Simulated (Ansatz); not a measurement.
A relaxed cell of KC₃ is given with its symmetry left out. The cell was found from a structure generator's guess, not taken from experiment.

The calculation used Ansatz 0.2.0, DFT PBE, scalar-relativistic, plane waves, PAW. Cutoff 420 eV, Γ-centred mesh, Gaussian smearing, no spin polarisation.

```yaml
crystal:
  lattice:
    - [3.73886, -2.15898, 0.00000]
    - [3.73886, 2.15898, 0.00000]
    - [-2.42069, 0.00000, 9.47591]
  atoms:
    - { symbol: K, position: [0.73498, 0.73498, 0.20246] }
    - { symbol: K, position: [0.26502, 0.26502, 0.79754] }
    - { symbol: C, position: [0.49999, 0.16664, 0.49996] }
    - { symbol: C, position: [0.16664, 0.83336, 0.50000] }
    - { symbol: C, position: [0.83336, 0.50001, 0.50004] }
    - { symbol: C, position: [0.50001, 0.83336, 0.50004] }
    - { symbol: C, position: [0.16664, 0.49999, 0.49996] }
    - { symbol: C, position: [0.83336, 0.16664, 0.50000] }
```

The zero of energy is the elements' standard structures at the same level; no fitted shifts are applied.

**Question.** What space group does it have?

**Answer.** C2/m (No. 12). Conventional cell: a = 7.478 Å, b = 4.318 Å, c = 9.780 Å, β = 104.3°. K is surrounded by 6 C at 3.16–3.17 Å; around C on a site of symmetry 1 lie 3 C at 1.44 Å, 6 C at 2.49 Å, 3 C at 2.88 Å and 2 K at 3.16–3.17 Å; C on a site of symmetry 2 has 3 C at 1.44 Å, 6 C at 2.49 Å, 3 C at 2.88 Å and 2 K at 3.17 Å.

**Question.** How far does it lie from the elements in energy?

**Answer.** −0.02 eV/atom. The formation energy is too near zero to say whether this cell lies below the elements.

**Question.** Is it a metal?

**Answer.** Yes, bands cross the Fermi level on the 10×10×4 mesh.

The last run used a 10×10×4 mesh (in the run's order of axes) for its 8-atom cell and Gaussian smearing of 0.10 eV. The k mesh leaves some 4 meV/atom of noise in the energy of each metallic cell. The reference form of C is held partly by dispersion forces, which this level lacks. A structure relaxed within its symmetry needn't be a true minimum.
